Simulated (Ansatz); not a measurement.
## Zr3Si (antiAuCu3 structure)

Computed with Ansatz (plane waves, PAW, 420 eV cutoff): PBEsol, scalar-relativistic, no spin polarisation, Γ-centred 8×8×8 mesh, 0.05 eV Gaussian smearing. The datasets are Ansatz's generated set soft_2.

```xyz
4
Lattice="4.2573 0.0000 0.0000 0.0000 4.2573 0.0000 0.0000 0.0000 4.2573" Properties=species:S:1:pos:R:3 pbc="T T T"
Zr    0.0000    2.1286    2.1286
Zr    2.1286    2.1286    0.0000
Zr    2.1286    0.0000    2.1286
Si    0.0000    0.0000    0.0000
```

This is a trial structure made by placing the elements on a prototype's sites, so it needn't be the stable form.

The cell is relaxed to zero pressure at this level.

The cell has space group Pm-3m (read at 0.01 Å). In it the stress is -0.02, -0.02, -0.02, 0.00, 0.00, 0.00 GPa and the largest force component 0.000 eV/Å. Each change below starts from this cell, without further relaxation. Stress is in GPa, positive in compression, in the order xx, yy, zz, yz, xz, xy; energies are counted from the cell above and are free energies with the smearing's entropy, which match forces and stress in a metal.

**Question.** One atom was moved along a Cartesian axis, and these forces appeared. Which atom, and about how far?
```tsv
atom	Fx (eV/Å)	Fy	Fz
Zr1	0.000	0.000	0.323
Zr2	0.000	0.000	0.377
Zr3	0.000	0.000	0.323
Si4	0.000	0.000	-1.024
```

**Answer.** Atom 4 (Si) is moved by 0.20 Å along z; the energy changes by 103.8 meV per cell.

**Question.** A single strain component, atoms carried along, gave the stress -2.20, -2.20, -2.55, 0.00, 0.00, 0.00. Which component, and about how large?

**Answer.** An engineering strain of 2 % in zz; the energy changes by 12.7 meV per cell.
